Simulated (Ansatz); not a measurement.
Values for one crystal, relaxed and computed with DFT-PBE in the program Ansatz with PAW potentials; other levels are named.

| Item | Value |
|---|---|
| Volume per atom | 13.24 Å³ |
| Band gap | 0.48 eV (direct) |
| Electron effective mass | 0.93 mₑ (isotropic) |
| Hole effective mass, band 3 of 3 at the edge | 0.15 along [100], 0.20 along [110], 0.29 along [111] (mₑ) |
| Hole effective mass, band 1 of 3 at the edge | 3.4 along [100], 3.4 along [110], 3.2 along [111] (mₑ) |
| Valence-band maximum | at Γ |
| Bulk modulus (Birch–Murnaghan fit) | 112 GPa |

**Question.** Which compound is it?
A) Li2O, anti-fluorite
B) CeO2, fluorite
C) HgO, C2/c (Hg on 4a, O on 4e)
D) Cu2O, Pn-3m (Cu on 4c, O on 2a)

**Answer.** D, Cu2O, Pn-3m (Cu on 4c, O on 2a)

The PBE relaxation kept the symmetry of its start. The run is not spin-polarised. No Hubbard U is applied.

Potentials: the later of the program's two PAW sets.
